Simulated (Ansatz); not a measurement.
## Na₂PHO₃: 17O NMR of the central transition

Cell: a Materials Project structure (computed, not necessarily an observed phase), atoms as given.

```cif
data_Na2PHO3
_symmetry_space_group_name_H-M 'P2_1/c'
_symmetry_Int_Tables_number 14
_cell_length_a 5.1413
_cell_length_b 7.0758
_cell_length_c 10.8556
_cell_angle_alpha 90.000
_cell_angle_beta 115.816
_cell_angle_gamma 90.000
loop_
_atom_site_label
_atom_site_type_symbol
_atom_site_symmetry_multiplicity
_atom_site_Wyckoff_symbol
_atom_site_fract_x
_atom_site_fract_y
_atom_site_fract_z
Na1 Na 4 e 0.5306 0.9388 0.2536
Na3 Na 4 e 0.8813 0.6921 0.1043
H H 4 e 0.0875 0.5704 0.4137
P P 4 e 0.2432 0.7405 0.4267
O17 O 4 e 0.9667 0.1254 0.6848
O18 O 4 e 0.3283 0.6906 0.0744
O21 O 4 e 0.5073 0.6928 0.4009
```

One atom of each set is listed.

All values are calculated (Ansatz; DFT, PBE, plane waves and PAW, scalar-relativistic, 420 eV cutoff, Γ-centred 5×3×2 k-points, Fermi–Dirac smearing 0.02 eV), not measured.

17O has I = 5/2 and Q = -25.58 mb (Pyykkö 2018); at 7.05 T its Larmor frequency is ν₀ = 40.7 MHz. Only the quadrupole interaction is simulated: positions count from each site's isotropic chemical shift, and shift anisotropy, dipolar and J coupling are left out.

(1) What does the 17O spectrum (static powder) show for each site?

Results:

(1) 

```tsv
site	first shell	C_Q (MHz)	η	P_Q (MHz)	δ_QIS (ppm)	breadth (kHz)
O17	1 P at 1.55 Å; also 4 Na at 2.38–2.95 Å	-4.57	0.21	4.61	-76.9	19.1
O18	1 P at 1.55 Å; also 5 Na at 2.45–3.23 Å	-4.57	0.16	4.59	-76.3	18.3
O21	1 P at 1.54 Å; also 3 Na at 2.35–2.41 Å	-4.60	0.30	4.67	-78.9	20.6
```

δ_QIS = −(ν_Q²/30ν₀²)[I(I+1) − 3/4](1 + η²/3) × 10⁶ ppm with ν_Q = 3|C_Q|/[2I(2I−1)]; it falls as 1/B₀² in ppm, and the breadth as 1/B₀ in kHz.

At O17, O18 and O21 V_zz points along its bond to P (within 2°) in each case.
